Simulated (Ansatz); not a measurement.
Method: DFT PBE, scalar-relativistic, plane waves, PAW in Ansatz. All cells share a 420 eV cutoff and Γ-centred k meshes spaced at most about 0.3 Å⁻¹ (about 0.25 or finer for metals, 2π included). Collinear spin in cells that started with moments and kept them past the coarse steps, no spin elsewhere.

Energies over the elements count from the elements' standard structures at the same level, with no fitted energy shifts.

A relaxed structure of SrSc2 has 31.89 Å³/atom, +0.40 eV/atom against the elements, no gap on its mesh, a net moment of 0.45 μB/atom:

```cif
data_structure
_symmetry_space_group_name_H-M 'P6/mmm'
_symmetry_Int_Tables_number 191
_cell_length_a 5.6740
_cell_length_b 5.6740
_cell_length_c 3.4317
_cell_angle_alpha 90.000
_cell_angle_beta 90.000
_cell_angle_gamma 120.000
_cell_volume 95.68
loop_
_atom_site_label
_atom_site_type_symbol
_atom_site_symmetry_multiplicity
_atom_site_Wyckoff_symbol
_atom_site_fract_x
_atom_site_fract_y
_atom_site_fract_z
_atom_site_occupancy
Sr1 Sr 1 a 0.00000 0.00000 0.00000 1
Sc1 Sc 2 d 0.33333 0.66667 0.50000 1
```

Question: Ca takes the place of Sr on the same sites, and the cell is relaxed. What changes?

Answer: CaSc2 has a = 5.526 Å, c = 3.334 Å: 29.39 Å³/atom, +0.28 eV/atom against the elements, no gap on its mesh, a net moment of 0.53 μB/atom. The volume per atom changes by -7.9 % and the formation energy by -0.12 eV/atom (from unrounded values). Covalent radii: Sr 1.95 Å, Ca 1.76 Å; electronegativities 0.95 and 1.00. The cell follows the size of the atom. Ca has 2 Ca at 3.33 Å and 12 Sc at 3.60 Å; Sc has 5 Sc at 3.19–3.33 Å and 6 Ca at 3.60 Å.

```cif
data_structure
_symmetry_space_group_name_H-M 'P6/mmm'
_symmetry_Int_Tables_number 191
_cell_length_a 5.5256
_cell_length_b 5.5256
_cell_length_c 3.3340
_cell_angle_alpha 90.000
_cell_angle_beta 90.000
_cell_angle_gamma 120.000
_cell_volume 88.16
loop_
_atom_site_label
_atom_site_type_symbol
_atom_site_symmetry_multiplicity
_atom_site_Wyckoff_symbol
_atom_site_fract_x
_atom_site_fract_y
_atom_site_fract_z
_atom_site_occupancy
Ca1 Ca 1 a 0.00000 0.00000 0.00000 1
Sc1 Sc 2 d 0.33333 0.66667 0.50000 1
```

The two cells were relaxed from separate starts that ended on the same group and sites; neither need be the stable form of its compound. The magnetic state reached may not be the lowest. Cells relaxed within their symmetry can be saddle points. Some candidate types were left out of the draw beforehand, so a known form may be missing.
